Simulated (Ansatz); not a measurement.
A relaxed structure of Cs is spoiled in several ways and relaxed again each time (noise and exchanges are one random draw each; squeezed and stretched starts keep its symmetry, which their runs cannot lower; pressure is positive under compression). Computed with r2SCAN (plane waves to 500 eV, PAW, scalar-relativistic; Ansatz, an electronic-structure program).

```cif
data_Cs2
_chemical_formula_sum 'Cs2'
_space_group_name_H-M_alt 'Im-3m'
_space_group_IT_number 229
_space_group_name_Hall '-I 4 2 3'
_cell_length_a 6.27522
_cell_length_b 6.27522
_cell_length_c 6.27522
_cell_angle_alpha 90.000
_cell_angle_beta 90.000
_cell_angle_gamma 90.000
loop_
_atom_site_label
_atom_site_type_symbol
_atom_site_symmetry_multiplicity
_atom_site_Wyckoff_symbol
_atom_site_fract_x
_atom_site_fract_y
_atom_site_fract_z
_atom_site_occupancy
Cs1 Cs 2 a 0.00000 0.00000 0.00000 1
```
(The calculation used a cell of 1 atom; values per cell refer to that cell.)

```csv
change,first pressure (GPa),largest first force (eV/Å),released (eV/atom),moves,outcome,final group,E − E(parent) (eV/atom)
stretched uniformly to 115 % of its volume,-0.2,0.00,0.01,3,returns to the parent,Im-3m,0.00
"doubled along one cell vector, shaken by Gaussian noise of σ = 0.08 Å a coordinate",0.0,0.05,0.00,8,returns to the parent,I4/mmm (nearly Im-3m),0.00
```

First-step values come from each run's starting, coarser k-mesh (7×7×7, 7×4×7). Each cell has its own k-point mesh; energy differences are given only to the digits this allows. No spin polarisation in the result.
